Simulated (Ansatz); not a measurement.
A distorted cell of BiPd (NiAs type):

```
CELL_PARAMETERS angstrom
      4.48353     0.00000     0.00000
     -2.24176     3.88285     0.00000
      0.00000     0.00000     6.03361
ATOMIC_POSITIONS crystal
  Bi 0.33333 0.66667 0.25000
  Bi 0.66667 0.33333 0.75000
  Pd 0.00000 0.00000 0.50000
  Pd 0.00000 0.00000 0.00000
```

Method: r2SCAN (plane waves to 500 eV, PAW, scalar-relativistic; Ansatz, a program for electronic structure). k mesh 13×13×8 (Γ-centred), Fermi-Dirac smearing 0.05 eV. Energies are smeared free energies. Compression counts positive. BiPd is run without spin polarisation. BiPd was relaxed with its symmetry unable to fall. Spin-orbit coupling is left out, though Bi is heavy.

Give the stress tensor in GPa and the pressure.


```
  -10.2      0.0      0.0
    0.0    -10.2      0.0
    0.0      0.0     -9.9
```
The pressure, a third of the trace, is -10.1 GPa.

It is the relaxed cell scaled evenly to V/V₀ = 1.160, atoms relaxed where free. What is its energy relative to the relaxed cell?

133 meV/atom.

(Under strain, the slope of the energy per volume gives the stress and its curvature an elastic modulus.)
